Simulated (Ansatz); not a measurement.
## Frozen-phonon scan for SiO2 (alpha-cristobalite type, space group P4_12_12)

Relaxed SiO$_{2}$ (alpha-cristobalite type, space group P4_12_12):

```xyz
12
Lattice="5.0828 0.0000 0.0000 0.0000 5.0828 0.0000 0.0000 0.0000 7.0981" Properties=species:S:1:pos:R:3 pbc="T T T"
Si     1.4946     1.4946     0.0000
Si     4.0360     1.0468     5.3235
Si     1.0468     4.0360     1.7745
Si     3.5882     3.5882     3.5490
O      1.2255     0.4771     1.2382
O      3.7669     2.0642     4.0854
O      1.3159     3.0185     0.5363
O      3.8573     4.6056     4.7872
O      4.6056     3.8573     2.3108
O      2.0642     3.7669     3.0127
O      3.0185     1.3159     6.5617
O      0.4771     1.2255     5.8599
```

A phonon eigenvector at Γ is frozen into this cell: atom i moves by Q times the vector below, so Q is the largest atomic displacement, in Å. The cell is held.

```json
[
 {"atom": "Si1", "x": "0.006", "y": "0.006", "z": "0.000"},
 {"atom": "Si2", "x": "-0.006", "y": "0.006", "z": "0.000"},
 {"atom": "Si3", "x": "0.006", "y": "-0.006", "z": "0.000"},
 {"atom": "Si4", "x": "-0.006", "y": "-0.006", "z": "0.000"},
 {"atom": "O5", "x": "-0.164", "y": "-0.812", "z": "0.560"},
 {"atom": "O6", "x": "0.164", "y": "-0.812", "z": "0.560"},
 {"atom": "O7", "x": "-0.164", "y": "0.812", "z": "0.560"},
 {"atom": "O8", "x": "0.164", "y": "0.812", "z": "0.560"},
 {"atom": "O9", "x": "0.812", "y": "0.164", "z": "-0.560"},
 {"atom": "O10", "x": "-0.812", "y": "0.164", "z": "-0.560"},
 {"atom": "O11", "x": "0.812", "y": "-0.164", "z": "-0.560"},
 {"atom": "O12", "x": "-0.812", "y": "-0.164", "z": "-0.560"}
]
```

The numbers are results of PBE (plane waves to 420 eV, PAW, scalar-relativistic; Ansatz, a first-principles code), not measurements. k mesh 5×5×4 (Γ-centred), Fermi-Dirac smearing 0.05 eV. Energies are smeared free energies. Stress and pressure are positive under compression. SiO2 was relaxed with its symmetry unable to fall. The PAW data are Ansatz's earlier set. ΔE is measured from the undisplaced structure.

```tsv
Q (Å)	ΔE (meV/cell)	P (GPa)	−dE/dQ from forces (eV/Å)
-0.180	9824	18.5	114.709
-0.150	6716	12.8	92.748
-0.120	4243	8.1	72.351
-0.090	2363	4.6	53.192
-0.060	1042	2.0	34.953
-0.030	259	0.5	17.324
0.000	0	0.0	0.000
0.030	259	0.5	-17.324
0.060	1042	2.0	-34.953
0.090	2363	4.6	-53.192
0.120	4243	8.1	-72.351
0.150	6716	12.8	-92.748
0.180	9824	18.5	-114.709
```

Derived quantities:

```
Quantity                                                                                                              Value
-----------------------------------------------------------  --------------------------------------------------------------
Energy at Q = 0.180 Å                                                                                         9824 meV/cell
Space group of the distorted cell                                                    C222_1 (No. 20), lowered from P4_12_12
Symmetry of the curve                                                                         even: the same for both signs
Shape of the curve                                           a single well with its minimum at or next to zero displacement
Harmonic wavenumber from the curvature (finite differences)                                                       1106 cm⁻¹
Wavenumber by perturbation theory (DFPT, on another k mesh)                                                       1106 cm⁻¹
```

(A displaced cell: forces are minus the slopes of the energy, force constants its curvatures, and phonons follow from these.)
